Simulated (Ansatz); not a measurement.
Ca2RuO4 in space group Cmce (No. 64; Ca on 8d, Ru on 4a, O on 8d, O on 8f), r²SCAN (plane waves, PAW; program Ansatz), all energies at zero smearing, with the estimated change up to a 700 eV cutoff added, with one set of potentials and settings (totals compare only within such a set). Cell of 14 atoms (4 Ca, 2 Ru, 8 O): -23629.226 eV.

```tsv
element	reference phase	E (eV/atom)
Ca	Fm-3m, 1 atoms in the cell	-1821.6752
Ru	P6_3/mmc, 2 atoms in the cell	-5890.7039
O	C2/m, 4 atoms in the cell, spin-polarised	-566.0281
```

Formation energy per atom, worked out: (-23629.226 − 4×(-1821.6752) − 2×(-5890.7039) − 8×(-566.0281))/14 = -2.349 eV/atom (-227 kJ per mol of atoms), at 0 K, without zero-point energy or fitted corrections.

The first step of the workflow began from a Materials Project structure, measured or hypothetical; the Crystallography Open Database copy checked does not list it. COD files the formula under space group No. 61, so this cell is another polymorph or a model. Its standing as an ambient phase is unchecked. Symmetry was held in the r²SCAN relaxation; whether a distortion lowers the energy is not shown. Spin order of the final state: ferromagnetic, the only order run, not a proven ground state. Other orbital occupations within this spin state were not tried. No Hubbard U is applied. The references are the lowest solids computed at this level, not always the standard phases (solids in place of the gases).

Potentials: the later of the program's two PAW sets.
